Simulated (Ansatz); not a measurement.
Ansatz input file:

```yaml
crystal:
  lattice:
    - [16.75446008, 0.0, 0.0]
    - [0.0, 3.39205627, 0.0]
    - [0.0, 0.0, 7.93228258]
  atoms:
    - { symbol: Nb, position: [0.77388289, 0.25, 0.32690554] }
    - { symbol: Nb, position: [0.22611711, 0.75, 0.67309446] }
    - { symbol: Nb, position: [0.72611711, 0.75, 0.82690554] }
    - { symbol: Nb, position: [0.27388289, 0.25, 0.17309446] }
    - { symbol: Nb, position: [0.59487219, 0.25, 0.33529654] }
    - { symbol: Nb, position: [0.40512781, 0.75, 0.66470346] }
    - { symbol: Nb, position: [0.90512781, 0.75, 0.83529654] }
    - { symbol: Nb, position: [0.09487219, 0.25, 0.16470346] }
    - { symbol: P, position: [0.68528916, 0.75, 0.15350928] }
    - { symbol: P, position: [0.31471084, 0.25, 0.84649072] }
    - { symbol: P, position: [0.81471084, 0.25, 0.65350928] }
    - { symbol: P, position: [0.18528916, 0.75, 0.34649072] }
    - { symbol: P, position: [0.81496455, 0.25, 0.00296439] }
    - { symbol: P, position: [0.18503545, 0.75, 0.99703561] }
    - { symbol: P, position: [0.68503545, 0.75, 0.50296439] }
    - { symbol: P, position: [0.31496455, 0.25, 0.49703561] }
    - { symbol: P, position: [0.04001689, 0.25, 0.46306256] }
    - { symbol: P, position: [0.95998311, 0.75, 0.53693744] }
    - { symbol: P, position: [0.45998311, 0.75, 0.96306256] }
    - { symbol: P, position: [0.54001689, 0.25, 0.03693744] }
    - { symbol: P, position: [0.38519008, 0.75, 0.18393934] }
    - { symbol: P, position: [0.61480992, 0.25, 0.81606066] }
    - { symbol: P, position: [0.11480992, 0.25, 0.68393934] }
    - { symbol: P, position: [0.88519008, 0.75, 0.31606066] }
    - { symbol: P, position: [0.97760149, 0.75, 0.12134628] }
    - { symbol: P, position: [0.02239851, 0.25, 0.87865372] }
    - { symbol: P, position: [0.52239851, 0.25, 0.62134628] }
    - { symbol: P, position: [0.47760149, 0.75, 0.37865372] }
basis:
  ecutwfc: 500
kpoints:
  mp_grid: { grid: [1, 6, 2] }
hamiltonian:
  xc: r2scan
scf:
  occupations: { method: gaussian, width: 0.1 }
output:
  forces: true
  stress: true
  eigenvalues: true
```

Launched with
```bash
ansatz run input.yaml --threads 4 --pin off --max-ram 10240MiB --backend cpu --events-out ev --progress --plain --runs-dir out
```

Level of theory: DFT r2SCAN, scalar-relativistic, plane waves, PAW in Ansatz.

Part of what the program printed, abridged:

```
Pseudopotentials: kind: paw
Pseudopotential: Nb, paw, valence charge 13, recommended cutoff 500 eV (meta_gga)
Pseudopotential: P, paw, valence charge 5, recommended cutoff 500 eV (meta_gga)
Functional definition: r2SCAN
Crystal: 28 atoms, lattice volume = 450.808 Å³
Basis set: ecut = 500 eV, 11433 PW (Γ), exchange–correlation on 500×100×240 points (64 copies of the dense FFT grid, shifted against one another)
Bands: 130, of which v1, the nominal top of the filled ones, is band 102 counted from 1 (101 counted from 0)
Symmetry: 8 space group operations
Space group: Pnma (ITA 62), of the structure as read, at distance tolerance 7.7e-5 Å
k-points: 8 of 12
Initial density: superposition of atomic densities (neutral atoms: chi_scale 0, normalization atom), corrected by the library's trained network
Initial wavefunctions: pseudopotential atomic-orbital guess
Functional: x = r2scan, c = r2scan; τ floored in thin density (d = 2e-4 eV/Å³)
SCF iter   1: F=—  HF=-51710.055736 eV  |F-HF|=—  |Δ(HF+E_count)|=         —  Δρ=8.69e-3  dr2=6.85e-1  dr2_τ=2.80e-1  ethr=1.77e-3  ⟨swp⟩=7.2  Hψ=4689  notcnv=0
SCF iter   2: F=—  HF=-51710.404093 eV  |F-HF|=—  |Δ(HF+E_count)|=   3.48e-1  Δρ=5.34e-3  dr2=2.45e-1  dr2_τ=5.75e-3  ethr=3.36e-4  ⟨swp⟩=2.9  Hψ=1778  notcnv=0  defer=144
SCF iter   3: F=—  HF=-51710.408275 eV  |F-HF|=—  |Δ(HF+E_count)|=   4.18e-3  Δρ=9.25e-4  dr2=1.91e-2  dr2_τ=9.62e-4  ethr=1.20e-4  ⟨swp⟩=2.0  Hψ=1273  notcnv=0  defer=144
SCF iter   4: F=—  HF=-51710.407953 eV  |F-HF|=—  |Δ(HF+E_count)|=   3.22e-4  Δρ=5.26e-4  dr2=2.74e-3  dr2_τ=2.83e-4  ethr=9.38e-6  ⟨swp⟩=2.1  Hψ=1249  notcnv=0  defer=144
SCF iter   5: F=—  HF=-51710.408040 eV  |F-HF|=—  |Δ(HF+E_count)|=   8.75e-5  Δρ=2.70e-4  dr2=9.46e-4  dr2_τ=8.83e-5  ethr=1.34e-6  ⟨swp⟩=2.0  Hψ=1338  notcnv=0  defer=144
SCF iter   6: F=—  HF=-51710.408045 eV  |F-HF|=—  |Δ(HF+E_count)|=   4.56e-6  Δρ=5.66e-5  dr2=2.24e-5  dr2_τ=1.71e-6  ethr=4.64e-7  ⟨swp⟩=2.0  Hψ=1150  notcnv=0  defer=144
SCF iter   7: F=—  HF=-51710.407225 eV  |F-HF|=—  |Δ(HF+E_count)|=   8.20e-4  Δρ=1.91e-5  dr2=3.62e-6  dr2_τ=2.71e-7  ethr=1.10e-8  ⟨swp⟩=2.0  Hψ=1542  notcnv=0  defer=148
SCF iter   8: F=—  HF=-51710.407225 eV  |F-HF|=—  |Δ(HF+E_count)|=   1.44e-7  Δρ=7.74e-6  dr2=4.87e-7  dr2_τ=7.14e-8  ethr=1.77e-9  ⟨swp⟩=2.0  Hψ=1322  notcnv=0  defer=148
SCF iter   9: F=-51710.407225 eV  HF=-51710.407225 eV  |F-HF|=1.27e-8  |Δ(HF+E_count)|=   4.06e-8  Δρ=2.20e-6  dr2=4.33e-8  dr2_τ=1.24e-9  ethr=4.90e-11  ⟨swp⟩=13.4  Hψ=4970  notcnv=0
SCF 1 converged in 9 iterations: F = -51710.407225 eV  dr2 = 4.33e-8
SCF converged after 9 iterations
Free energy (F): -51710.407225 eV
Harris-Foulkes:  -51710.407225 eV  (|F-HF|=1.27e-8)
Internal energy: -51710.337819 eV  (E = F + TS)
E sigma→0 (E₀):  -51710.372522 eV
Entropy (-TS):   -0.069406 eV (-2.479 meV/atom)
Fermi energy:    13.040292 eV
--- Per-component energies (eV) ---
  E_band       = -680.627001
  E_kinetic    = 4578.122851
  E_local      = -9052.710187  (includes V_loc(G=0)·N_el)
  E_nonlocal   = 1606.593037
  E_hartree    = 3123.036285
  E_xc         = -2543.207714
  E_vxc        = -3219.589362  (∫ρ·V_xc dr)
  E_paw        = -36233.749582  (= ΣΔE_a)
  E_vpaw       = -1016.405057  (= ΣTr[D̂ρ^β])
  E_aug_tail   = 0.000041  (compensation charges beyond the density's cutoff)
  E_vtau       = 177.282042  (kinetic-family band-sum trace: ∫τ·v_τ [+ j·A + Jᵃ·Aᵃ] dr)
  E_ewald      = -13185.066261
  E_core_change = -3.356289  (= ΣΔE_core)
  E_smearing   = -0.069406  (= −TS)
--- Forces (eV/Å), atoms counted from 1 ---
  atom   1  Nb    -0.08547314     0.00000000     0.01603923
  atom   2  Nb     0.08547314     0.00000000    -0.01603923
  atom   3  Nb     0.08547314     0.00000000     0.01603923
  atom   4  Nb    -0.08547314     0.00000000    -0.01603923
  atom   5  Nb     0.05026795     0.00000000    -0.08717635
  atom   6  Nb    -0.05026795     0.00000000     0.08717635
  atom   7  Nb    -0.05026795     0.00000000    -0.08717635
  atom   8  Nb     0.05026795     0.00000000     0.08717635
  atom   9  P     -0.10655206     0.00000000     0.03953081
  atom  10  P      0.10655206     0.00000000    -0.03953081
  atom  11  P      0.10655206     0.00000000     0.03953081
  atom  12  P     -0.10655206     0.00000000    -0.03953081
  atom  13  P      0.03085686     0.00000000    -0.03990433
  atom  14  P     -0.03085686     0.00000000     0.03990433
  atom  15  P     -0.03085686     0.00000000    -0.03990433
  atom  16  P      0.03085686     0.00000000     0.03990433
  atom  17  P      0.07024613     0.00000000    -0.26881349
  atom  18  P     -0.07024613     0.00000000     0.26881349
  atom  19  P     -0.07024613     0.00000000    -0.26881349
  atom  20  P      0.07024613     0.00000000     0.26881349
  atom  21  P     -0.19887488     0.00000000     0.05502103
  atom  22  P      0.19887488     0.00000000    -0.05502103
  atom  23  P      0.19887488     0.00000000     0.05502103
  atom  24  P     -0.19887488     0.00000000    -0.05502103
  atom  25  P      0.03498479     0.00000000    -0.08236710
  atom  26  P     -0.03498479     0.00000000     0.08236710
  atom  27  P     -0.03498479     0.00000000    -0.08236710
  atom  28  P      0.03498479     0.00000000     0.08236710
--- Stress (GPa, compression-positive) ---
       -0.581306       0.000000       0.000000
        0.000000      -1.271966       0.000000
        0.000000       0.000000      -0.534601
  P = ⅓ Tr σ = -0.7960 GPa (-7.960 kbar)
--- Band table (eV; the first three rows and the last of 8) ---
  k-point 0: bands = ["-44.1954", "-44.1952", "-44.1947", "-44.1945", "-44.1607", "-44.1604", "-44.1604", "-44.1602", "-19.7623", "-19.7597", "-19.7563", "-19.7522", "-19.6325", "-19.6278", "-19.6209", "-19.6149", "-19.5686", "-19.5666", "-19.5452", "-19.5445", "-19.5162", "-19.5157", "-19.5133", "-19.5128", "-19.4714", "-19.4711", "-19.4703", "-19.4699", "-19.4133", "-19.4133", "-19.4078", "-19.4063", "-3.6091", "-3.5699", "-1.5000", "-1.2182", "-1.0292", "-0.8494", "-0.0540", "-0.0080", "0.7861", "1.0492", "1.1753", "1.4466", "1.6459", "1.9048", "1.9693", "2.4425", "2.8478", "3.3337", "4.7695", "5.0014", "5.4526", "5.9787", "6.0129", "6.4604", "6.5089", "6.7463", "7.3153", "7.5367", "7.767 ...
  k-point 1: bands = ["-44.1951", "-44.1951", "-44.1949", "-44.1949", "-44.1606", "-44.1606", "-44.1603", "-44.1603", "-19.7612", "-19.7612", "-19.7544", "-19.7544", "-19.6252", "-19.6252", "-19.6202", "-19.6202", "-19.5580", "-19.5580", "-19.5569", "-19.5569", "-19.5147", "-19.5147", "-19.5142", "-19.5142", "-19.4713", "-19.4713", "-19.4701", "-19.4701", "-19.4132", "-19.4132", "-19.4071", "-19.4071", "-3.5120", "-3.5120", "-1.7558", "-1.7558", "-0.5095", "-0.5095", "0.1610", "0.1610", "0.3267", "0.3267", "1.1058", "1.1058", "2.3312", "2.3312", "2.3785", "2.3785", "3.3973", "3.3973", "3.7661", "3.7661", "5.7517", "5.7517", "6.4835", "6.4835", "7.3126", "7.3126", "7.4218", "7.4218", "8.0769" ...
  k-point 2: bands = ["-44.1914", "-44.1912", "-44.1908", "-44.1906", "-44.1568", "-44.1566", "-44.1566", "-44.1564", "-19.7509", "-19.7486", "-19.7458", "-19.7422", "-19.6239", "-19.6196", "-19.6140", "-19.6087", "-19.5775", "-19.5771", "-19.5751", "-19.5747", "-19.5609", "-19.5593", "-19.5404", "-19.5399", "-19.5274", "-19.5272", "-19.5266", "-19.5262", "-19.4054", "-19.4054", "-19.4007", "-19.3994", "-3.3062", "-3.2740", "-1.2884", "-1.0832", "-0.7140", "-0.5785", "0.1493", "0.1942", "1.0175", "1.2660", "1.3594", "1.6404", "1.7823", "2.0618", "2.0727", "2.4898", "3.0001", "3.3219", "4.6956", "4.7355", "5.6794", "6.0086", "6.2037", "6.4471", "6.5648", "6.6838", "6.7559", "6.8269", "7.3813" ...
  k-point 7: bands = ["-44.1791", "-44.1791", "-44.1791", "-44.1791", "-44.1452", "-44.1452", "-44.1452", "-44.1452", "-19.7579", "-19.7579", "-19.7576", "-19.7576", "-19.7141", "-19.7141", "-19.7137", "-19.7137", "-19.6922", "-19.6922", "-19.6919", "-19.6919", "-19.5937", "-19.5937", "-19.5937", "-19.5937", "-19.5315", "-19.5315", "-19.5315", "-19.5315", "-19.3809", "-19.3809", "-19.3805", "-19.3805", "-1.3297", "-1.3297", "-1.3293", "-1.3293", "0.8668", "0.8668", "0.8769", "0.8769", "1.3931", "1.3931", "1.4033", "1.4033", "2.5051", "2.5051", "2.6003", "2.6003", "3.0672", "3.0672", "3.0992", "3.0992", "5.6207", "5.6207", "6.0420", "6.0420", "6.8567", "6.8567", "6.9536", "6.9536", "7.0990",  ...
```

The run converged.

It took 13 s on 4 threads of Oxide Virtual Turin-like Processor (Zen 5) (shared host), peak memory 2.6 GiB.

The k mesh is coarse.